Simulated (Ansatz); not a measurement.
TiPd3 (Cu3Au type, Pm-3m), PBE (plane waves, PAW; program Ansatz), all energies at zero smearing, with the estimated change up to a 700 eV cutoff added, with one set of potentials and settings (totals compare only within such a set). Cell of 4 atoms (1 Ti, 3 Pd): -23420.800 eV.

| element | reference phase | E (eV/atom) |
|---|---|---|
| Ti | P6/mmm, 3 atoms in the cell | -2499.6739 |
| Pd | Fm-3m, 1 atoms in the cell | -6972.8544 |

Formation energy per atom, worked out: (-23420.800 − 1×(-2499.6739) − 3×(-6972.8544))/4 = -0.641 eV/atom (-62 kJ per mol of atoms), at 0 K, without zero-point energy or fitted corrections.

The workflow started from an entry of the Crystallography Open Database (COD). Whether it is the stable phase at ambient conditions was not checked. The cell was relaxed with PBE under the symmetry of its start; its stability against distortions is not shown here. The run is not spin-polarised. The references are the lowest solids computed at this level, not always the standard phases.

Potentials: the later of the program's two PAW sets.
